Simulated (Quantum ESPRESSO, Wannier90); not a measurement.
LiTaF₆ (R-3), plane waves to Wannier functions

```yaml
crystal:
  lattice:
    - [-2.58467, 4.47678, 0.00000]
    - [-5.16934, 0.00000, 0.00000]
    - [-2.58467, 1.49226, 4.52600]
  atoms:
    - { symbol: Li, position: [0.50000, 0.50000, 0.50000] }
    - { symbol: Ta, position: [0.00000, 0.00000, 0.00000] }
    - { symbol: F, position: [0.64967, 0.86097, 0.24397] }
    - { symbol: F, position: [0.35033, 0.13903, 0.75603] }
    - { symbol: F, position: [0.86097, 0.24539, 0.24397] }
    - { symbol: F, position: [0.13903, 0.75461, 0.75603] }
    - { symbol: F, position: [0.24539, 0.64967, 0.24397] }
    - { symbol: F, position: [0.75461, 0.35033, 0.75603] }
```

Materials Project entry mp-1080679; symmetrised, unrelaxed at this level. Not found in the COD (Crystallography Open Database) copy used; not checked further. Level: PBEsol, no spin polarisation, no spin-orbit coupling; pw.x of Quantum ESPRESSO at 68 Ry with PseudoDojo potentials, 4×4×4 k-points, Wannier90. Density: 8×8×8 mesh, cold smearing 0.01 Ry. Spin-orbit coupling is left out although heavy elements are present.

Base run: 23 functions from bands 12-51 of the 51 computed, start hydrogen-like Ta: d; F: p, centres 0.05 Å off the atoms, frozen window up to 7.96 eV relative to the valence-band maximum, outer window open. One setting was then changed (edges relative to the valence-band maximum; misfit to pw.x on a path, for states up to 7.5 eV relative to the valence-band maximum).

```tsv
run	Ω_I (Å²)	rms misfit (meV)	worst (meV)
base	14.73	0.2	0.7
changed	14.58	20	86
```

Question: Which change was made?
A. frozen window to 6.96 eV
B. frozen window to 4.96 eV
C. only the lowest 35 of the kept bands

Answer: B, frozen window to 4.96 eV. The others give:

```tsv
run	Ω_I (Å²)	rms misfit (meV)	worst (meV)
frozen window to 6.96 eV	14.73	0.2	0.7
only the lowest 35 of the kept bands	14.80	0.2	0.7
```
